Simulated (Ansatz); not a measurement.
Bi₂Se₃ (R-3m), relaxed with PBE+D3(BJ) (Ansatz, an electronic-structure program, plane waves, PAW): a = b = 4.145 Å, c = 28.435 Å, α = β = 90.00°, γ = 120.00°.

- gap (eV) = 0.16
- ΔH_f (eV/atom) = -0.40

The same phase is relaxed and computed with r²SCAN in the same code. What are the cell and these values now?

a = b = 4.1645 Å, c = 30.1840 Å, α = β = 90.00°, γ = 120.00°.

gap (eV): 0.82
ΔH_f (eV/atom): -0.43

Weakly bound layers, chains or molecules computed without a dispersion correction, so cells and soft constants are ill determined: Bi2Se3, R-3m (Bi on 6c, Se on 3a, Se on 6c) with r²SCAN. All cells were relaxed under the symmetry of their starts (and spin orders); stability against distortions was not tested throughout. Scalar-relativistic: spin–orbit coupling is off unless named, which matters more the heavier the elements.

Potentials: the later of the program's two PAW sets.

Ansatz is a plane-wave DFT program.

Formation energies count from the lowest solids of the elements computed at the same level, not from gases.
